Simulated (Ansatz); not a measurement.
## Zn₃Ag (P-6m2): electronic heat capacity and spin susceptibility from the density of states

All numbers below come from DFT r2SCAN, scalar-relativistic, plane waves, PAW (Ansatz 0.2.0).

Plane waves to 500 eV, a k mesh through Γ of 18×18×6 on the computed 4-atom cell and Gaussian smearing (0.10 eV); no spin polarisation.

Relaxed cell: P-6m2, a = 2.835 Å, b = 2.835 Å, c = 8.607 Å, α = 90.00°, β = 90.00°, γ = 120.00°, 4 atoms in the primitive cell. Whether it is the stable form of this composition wasn't checked.

The density of states at the Fermi level is 0.882 states/eV in the cell of 4 atoms (1 formula unit; both spins, tetrahedra on a 27×27×9 mesh).

Q: What Sommerfeld coefficient and Pauli susceptibility does this give?

A: Per formula unit N(E_F) = 0.882 states/eV. γ = (π²/3) k_B² N(E_F) N_A = 2.357 mJ/(mol K²) per state/eV, so γ = 2.1 mJ/(mol K²), a mole of formula units. χ_P = μ_B² N(E_F) N_A = 3.23×10⁻⁵ emu/mol per state/eV gives 2.9×10⁻⁵ emu/mol. This is the bare band result: a measured γ of the same phase is as a rule larger by a factor 1 + λ from phonons and spin fluctuations, the spin part of χ is larger by the Stoner factor, and a measured χ also holds orbital and core terms. N(E_F) at one energy is sensitive to the mesh where the density of states has sharp peaks.